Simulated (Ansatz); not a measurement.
Crystals of one structure type (wurtzite) and one family of elements, relaxed and computed with DFT-PBEsol in the program Ansatz with PAW potentials.

| crystal | V (Å³/atom) | B₀ by P(V) fit (GPa) |
|---|---|---|
| BN | 5.88 | 385 |
| GaN | 11.37 | 188 |
| BP | 11.54 | 170 |
| BAs | 13.53 | 141 |
| GaP | 20.10 | ? |
| GaAs | 22.64 | 68.7 |
| InP | 25.37 | 66.5 |

**Question.** Fit a straight line to ln B₀ against ln V and predict the withheld value.

**Answer.** Least squares on the 6 shown rows: ln B₀ = -1.25 × ln V + (8.202), with a scatter of 4.8 %. For GaP this gives 85.7. The run itself gave 84.5, a miss of 1.4 % of that.

Not the usual ambient phase: BP, wurtzite; BAs, wurtzite; GaP, wurtzite; GaAs, wurtzite; InP, wurtzite. All cells were relaxed under the symmetry of their starts (and spin orders); stability against distortions was not tested throughout. Scalar-relativistic: spin–orbit coupling is off unless named, which matters more the heavier the elements.

Potentials: the later of the program's two PAW sets.
